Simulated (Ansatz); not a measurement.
## Find the missing element

Cell vectors (Å):

```
 3.0502  0.0000  0.0000
-1.5251  2.6416  0.0000
 0.0000  0.0000  5.0052
```

```tsv
atom	a	b	c
X	0.3333	0.6667	0.2500
X	0.6667	0.3333	0.7500
```

The calculation used PBEsol, all-electron PAW in Ansatz 0.2.0, datasets made for the crystal, scalar-relativistic. k mesh 18×18×10, strains of ±0.008, Fermi-Dirac smearing of 0.050 eV.

Elastic constants of a crystal by Kohn-Sham DFT: slopes of the stress over finite engineering strains of the given cell, Voigt indices, Cartesian axes as in the cell vectors.

```csv
index,elastic (GPa)
11,23.6
12,12.3
13,5.1
33,31.3
44,3.8
```

Q: All X atoms are one element. Which one was computed?

A: Li; the crystal is Li (P6_3/mmc, a database entry that needn't be its stable phase).

Known limits: responses of metals move with mesh and smearing; elastic stability says nothing of phonons or of other phases.
